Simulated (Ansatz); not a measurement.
Input and command of a calculation in Ansatz (plane waves; scalar-relativistic PAW potentials unless the input names others):

```yaml
crystal:
  lattice:
    - [0.0, 1.7817061891, 1.7817061891]
    - [1.7817061891, 0.0, 1.7817061891]
    - [1.7817061891, 1.7817061891, 0.0]
  atoms:
    - { symbol: Cu, position: [0.0, 0.0, 0.0] }
basis:
  ecutwfc: 420
  ecutrho_ratio: 12
kpoints:
  mp_grid: { grid: [20, 20, 20] }
hamiltonian:
  xc: pbesol
  dispersion: d4
scf:
  occupations: { method: gaussian, width: 0.1 }
  n_extra_bands: 4
output:
  forces: true
  eigenvalues: true
  stress: true
```

```bash
ansatz run input.yaml --threads 4 --pin off --max-ram 8192MiB --backend cpu --events-out ev --progress --plain --runs-dir out
```

Abridged log:
```
scf.n_extra_bands = 4 over 10 filled bands (N_el = 19.0): the run solves 14 bands
Pseudopotentials: kind: paw
Pseudopotential: Cu, paw, valence charge 19, recommended cutoff 420 eV (normal)
Functional definition: PBEsol
Crystal: 1 atom, lattice volume = 11.312 Å³
Basis set: ecut = 420 eV, 229 PW (Γ), exchange–correlation on 60×60×60 points (8 copies of the dense FFT grid, shifted against one another)
Bands: 14, of which v1, the nominal top of the filled ones, is band 10 counted from 1 (9 counted from 0)
Symmetry: 48 space group operations
Space group: Fm-3m (ITA 225), of the structure as read, at distance tolerance 2.2e-5 Å
k-points: 256 of 8000
Initial density: superposition of atomic densities (neutral atoms: chi_scale 0, normalization atom), corrected by the library's trained network
Initial wavefunctions: pseudopotential atomic-orbital guess
Functional: x = pbesol(κ = 0.804, μ = 0.12345679), c = pbesol(β = 0.046)
SCF iter   1: F=—  HF=-6589.117116 eV  |F-HF|=—  |Δ(HF+E_count)|=         —  Δρ=2.03e-2  dr2=2.39e-2  ethr=1.77e-3  ⟨swp⟩=5.4  Hψ=17913  notcnv=0
SCF iter   2: F=—  HF=-6589.111399 eV  |F-HF|=—  |Δ(HF+E_count)|=   5.72e-3  Δρ=9.63e-4  dr2=4.54e-5  ethr=1.26e-4  ⟨swp⟩=2.8  Hψ=7630  notcnv=0  defer=92
SCF iter   3: F=—  HF=-6589.111382 eV  |F-HF|=—  |Δ(HF+E_count)|=   1.71e-5  Δρ=9.32e-4  dr2=3.77e-5  ethr=2.39e-7  ⟨swp⟩=2.0  Hψ=5935  notcnv=0  defer=92
SCF iter   4: F=—  HF=-6589.111405 eV  |F-HF|=—  |Δ(HF+E_count)|=   2.32e-5  Δρ=6.40e-5  dr2=1.67e-7  ethr=1.98e-7  ⟨swp⟩=1.0  Hψ=3482  notcnv=0  defer=92
SCF iter   5: F=-6589.111406 eV  HF=-6589.111406 eV  |F-HF|=5.37e-11  |Δ(HF+E_count)|=   2.28e-7  Δρ=2.53e-6  dr2=3.17e-10  ethr=8.79e-10  ⟨swp⟩=2.4  Hψ=5141  notcnv=0  defer=92
SCF iter   6: F=-6589.111406 eV  HF=-6589.111406 eV  |F-HF|=1.82e-12  |Δ(HF+E_count)|=  2.75e-10  Δρ=1.19e-7  dr2=4.94e-13  ethr=1.67e-12  ⟨swp⟩=2.3  Hψ=11856  notcnv=0
SCF 1 converged in 6 iterations: F = -6589.111406 eV  dr2 = 4.94e-13
SCF converged after 6 iterations
Free energy (F): -6589.111406 eV
Harris-Foulkes:  -6589.111406 eV  (|F-HF|=1.82e-12)
Internal energy: -6589.110073 eV  (E = F + TS)
E sigma→0 (E₀):  -6589.110739 eV
Entropy (-TS):   -0.001332 eV (-1.332 meV/atom)
Fermi energy:    17.503188 eV
  E_disp       = -0.336986  (pairwise vdW)
--- Forces (eV/Å), atoms counted from 1 ---
  atom   1  Cu     0.00000000     0.00000000     0.00000000
--- Stress (GPa, compression-positive) ---
       -4.228349       0.000000       0.000000
        0.000000      -4.228349       0.000000
        0.000000       0.000000      -4.228349
  P = ⅓ Tr σ = -4.2283 GPa (-42.283 kbar)
```

Apart from outputs and the relaxation, which only the reference makes, the input differs from a reference run on usual settings in scf.n_extra_bands: not typed → 4; hamiltonian.dispersion: not typed → "d4"; basis.ecutrho_ratio: not typed → 12. The reference, at the same geometry, ended its own course with pressure 0.04 GPa, largest force 0.000 eV/Å, no gap on the mesh. This run converged in 6 SCF iterations with an energy at zero smearing 337 meV/atom below the reference's (the Hamiltonian itself differs), pressure -4.23 GPa, largest force 0.000 eV/Å, no gap on the mesh.

Time: 1.4 s on 4 threads of Intel(R) Xeon(R) Processor @ 2.70GHz, on a shared host, peak memory 0.36 GiB.